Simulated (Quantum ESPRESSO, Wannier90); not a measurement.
# GeS (Pnma), plane waves to Wannier functions

```yaml
crystal:
  lattice:
    - [10.78075, 0.00000, 0.00000]
    - [0.00000, 3.60314, 0.00000]
    - [0.00000, 0.00000, 4.52313]
  atoms:
    - { symbol: Ge, position: [0.87225, 0.25000, 0.36689] }
    - { symbol: Ge, position: [0.12775, 0.75000, 0.63311] }
    - { symbol: Ge, position: [0.62775, 0.75000, 0.86689] }
    - { symbol: Ge, position: [0.37225, 0.25000, 0.13311] }
    - { symbol: S, position: [0.65483, 0.25000, 0.51479] }
    - { symbol: S, position: [0.34517, 0.75000, 0.48521] }
    - { symbol: S, position: [0.84517, 0.75000, 0.01479] }
    - { symbol: S, position: [0.15483, 0.25000, 0.98521] }
```

Materials Project entry mp-2242; symmetrised, unrelaxed at this level. COD (Crystallography Open Database) has an entry of this formula and space group (matched by these alone). Level: PBEsol, no spin polarisation, no spin-orbit coupling; pw.x of Quantum ESPRESSO at 63 Ry with PseudoDojo potentials, 4×6×6 k-points, Wannier90. Density: 4×8×8 mesh, cold smearing 0.01 Ry. The cell is built of weakly bound layers, chains or molecules, whose nearest atoms lie 3.50 Å apart. Database cells relaxed without dispersion often hold them too far apart, which can enlarge gaps and weakens couplings between them; spacing and stacking were not compared with the measured crystal. Spin-orbit coupling, left out, would split the p-like bands by a few tenths of an eV.

Base run: 32 functions from bands 21-68 of the 68 computed, start hydrogen-like Ge: s;p; S: s;p, centres 0.05 Å off the atoms, frozen window up to 2.53 eV relative to the valence-band maximum, outer window open. One thing is changed at a time; window edges are relative to the valence-band maximum. The misfit compares interpolated bands with pw.x on a high-symmetry path, for states up to 2.0 eV relative to the valence-band maximum. Converged means that the tolerances were met: symmetric starts can stop on a saddle, which shows as a larger Ω_OD at equal Ω_I and can move the misfit too.

Q: Which of these settings interpolates worst among those that finish?
A. outer window to 8.80 eV
B. frozen window to 2.03 eV
C. frozen window to -0.47 eV
D. no frozen window
E. base
F. frozen window to 1.53 eV

A: D, no frozen window. The whole sweep:

| setting | functions | frozen to (eV) | Ω_I (Å²) | Ω_D (Å²) | Ω_OD (Å²) | rms misfit (meV) | worst (meV) | ended |
|---|---|---|---|---|---|---|---|---|
| base | 32 | 2.53 | 41.36 | 0.08 | 7.04 | 4.9 | 42 | converged |
| frozen window to -0.47 eV | 32 | -0.47 | 37.73 | 0.03 | 7.03 | 64 | 459 | converged |
| frozen window to 2.03 eV | 32 | 2.03 | 39.54 | 0.05 | 7.02 | 6.5 | 137 | converged |
| frozen window to 1.53 eV | 32 | 1.53 | 38.45 | 0.04 | 7.04 | 20 | 189 | converged |
| no frozen window | 32 | none | 35.95 | 0.02 | 6.99 | 112 | 560 | converged |
| outer window to 8.80 eV | 32 | 2.53 | 47.41 | 0.13 | 7.80 | 5.2 | 51 | converged |
